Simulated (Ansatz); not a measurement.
Input deck for Ansatz 0.2.0, then the block of the output on the nuclei.

The start is an entry of the Crystallography Open Database (COD).

```yaml
crystal:
  lattice:
    - [3.085, 0.0, 0.0]
    - [-1.5425, 2.6716883707, 0.0]
    - [0.0, 0.0, 3.523]
  atoms:
    - { symbol: Mg, position: [0.0, 0.0, 0.0] }
    - { symbol: B, position: [0.3333333333, 0.6666666667, 0.5] }
    - { symbol: B, position: [0.6666666667, 0.3333333333, 0.5] }
kpoints:
  mp_grid: { grid: [17, 17, 13] }
scf:
  occupations: { method: fermi_dirac, width: 0.05 }
hamiltonian:
  xc: pbe
  pseudopotentials: { kind: paw }
output:
  forces: true
  stress: true
  populations: true
  efg:
    quadrupole_moments_barn: { Mg: 0.1994, B: 0.04059 }
    contact_densities: true
relax:
  f_tol: 0.02
  max_steps: 60
```

```sh
ansatz run input.yaml --threads 4 --pin off --max-ram 8192MiB --backend cpu --events-out ev --progress --plain --runs-dir out
```

The run relaxes the ions first, and the block belongs to the relaxed positions.

Of the output, the block on the nuclei alone is shown; the set-up, the SCF iterations, energies, forces and stress are cut. One atom of each set with nearly equal values is shown.

```
--- PAW observables at the nuclei: V_zz in 10²¹ V/m², potentials from the cell's mean, atoms counted from 1 ---
  atom   1  Mg V_zz =    -0.293980   η = 0.0000   by run symmetry: allowed   C_q = -1.4174 MHz
            electrostatic potential = -1103.232376 V   contact ρ = 7797.273649 e/Å³
  atom   2  B  V_zz =    +1.684432   η = 0.0000   by run symmetry: allowed   C_q = +1.6532 MHz
            electrostatic potential = -325.871667 V   contact ρ = 486.566831 e/Å³
```

The relaxation (1 step) took 1.8 s of wall time (5.6 s of CPU time) and 0.47 GiB at its peak, on 4 threads of Intel Xeon Platinum 8375C CPU @ 2.90GHz (Ice Lake) (x86_64; 16 cores open to the job, memory cap 8.0 GiB, no GPU), a shared host with a load of 0.3 a core.

The run finds no gap above 0.1 eV (a metal, or nearly one), so the gradients can move by 10 % or more with the k-mesh.
